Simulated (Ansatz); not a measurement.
Consider the following.

ZnS:
```xyz
4
Lattice="4.7257 0.0000 0.0000 0.0000 4.7257 0.0000 0.0000 0.0000 3.8791" Properties=species:S:1:pos:R:3 pbc="T T T"
Zn     2.3628     0.0000     0.3724
Zn     0.0000     2.3628     3.5067
S      0.0000     0.0000     0.0000
S      2.3628     2.3628     0.0000
```

This is the PBE+D3(BJ)-relaxed structure.

Task: All from DFT-PBE+D3(BJ) in the program Ansatz with PAW potentials, unless another level is named. Give the electronic character.

Result: metallic (no gap).

Task: What about the density of states at the Fermi level?

Result: 0.24 states/eV per atom (mean over ±0.08 eV).

Task: What about the formation energy from the elements (no fitted shifts)?

Result: -0.19 eV/atom.

Space group P4/nmm. A made-up cell: these elements were put on the sites of a structure type; neither database checked (COD, Materials Project) lists it. It is not the phase usual at ambient conditions (space group No. 186, 216). Symmetry was held in the PBE+D3(BJ) relaxation; whether a distortion lowers the energy is not shown. The references are the lowest solids computed at this level, not always the standard phases.

Potentials: the earlier of the program's two PAW sets.
